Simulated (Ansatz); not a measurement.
Structure types of Ru were relaxed at one common pressure (all-electron LAPW in Ansatz 0.2.0 under PBEsol, scalar-relativistic, no spin polarisation, zero temperature). They take these volumes:

```csv
type,space group,V (Å³/atom)
bcc,Im-3m,9.73
hcp,P6_3/mmc,9.62
simple hexagonal,P6/mmm,10.00
beta tin,I4_1/amd,10.15
sc,Pm-3m,10.29
```

Q: At about which pressure, and is the densest type also the lowest in enthalpy?

A: 240 GPa. The densest is hcp, and it is also the lowest in enthalpy among these.
